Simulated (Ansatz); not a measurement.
Lu$_{2}$MnS$_{4}$ (spinel, space group No. 227), the program Ansatz at the PBEsol level (PAW). The conduction-band minimum lies at Γ, with 1 equivalent valley. Second derivatives d²E/dk² of the lowest band at one valley (eV·Å²), along Cartesian directions:

```tsv
direction	d²E/dk²
[100]	33.20
[010]	33.20
[001]	33.20
[110]	33.19
[101]	33.19
[011]	33.19
```

### Question
Find the principal effective masses, the density-of-states mass and the conductivity mass.

### Answer
Off-diagonal terms follow from H_xy = H[110] − (H_xx + H_yy)/2, and m*/mₑ = 7.620 eV·Å² over each eigenvalue: 0.23, 0.23, 0.23. One valley's DOS mass (m₁m₂m₃)^(1/3) = 0.23, conductivity mass 3/(Σ 1/mᵢ) = 0.23 mₑ.

### Question
What effective density of states Nc follows at 300 K for parabolic valleys?

### Answer
Nc = 2.509e19 × 1 × (0.23)^(3/2) / 2 (one spin channel) ≈ 1.4e18 cm⁻³.

Space group Fd-3m (spinel). The workflow started from an entry of the Crystallography Open Database (COD). Whether it is the stable phase at ambient conditions was not checked. The cell was relaxed with PBEsol under the symmetry of its start; its stability against distortions is not shown here. Magnetic state: ferromagnetic, chosen from 2 collinear starts compared on coarse meshes (ties went to the first, and starts can fall back to one state), not a proven ground state. The program gave a warning on the electronic state, which may not be the lowest. No Hubbard U is applied. Spin–orbit coupling is left out wherever it is not named.

Potentials: the later of the program's two PAW sets.

Edges and masses are those of Kohn–Sham bands, whose gap is no quasiparticle gap.
